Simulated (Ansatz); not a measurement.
Sc2InC in space group P6_3/mmc (No. 194; Sc on 4f, In on 2d, C on 2a) at seven volumes, DFT-PBEsol in the program Ansatz with PAW potentials, shape and atoms relaxed at each. One row is withheld.

```tsv
V (Å³/atom)	P (GPa)
16.423	10.40
16.965	6.37
17.506	?
18.048	0.00
18.589	-2.49
19.130	-4.60
19.672	-6.36
```

Task: Fit the shown pressures and predict the withheld one.

Result: Third-order Birch–Murnaghan: P = (3/2)B₀(x^(7/2) − x^(5/2))[1 + (3/4)(B′ − 4)(x − 1)] with x = (V₀/V)^(2/3). Least squares on the six rows gives V₀ = 18.047 Å³/atom, B₀ = 89.51 GPa, B′ = 4.43. At V = 17.506, x = 1.0205 and P = 2.91 GPa. The run itself gave 2.93 GPa.

The first step of the workflow began from a Materials Project structure, measured or hypothetical; the Crystallography Open Database copy checked does not list it. Whether it is the stable phase at ambient conditions was not checked. Symmetry was held in the PBEsol relaxation; whether a distortion lowers the energy is not shown. The run is not spin-polarised.

Potentials: the later of the program's two PAW sets.
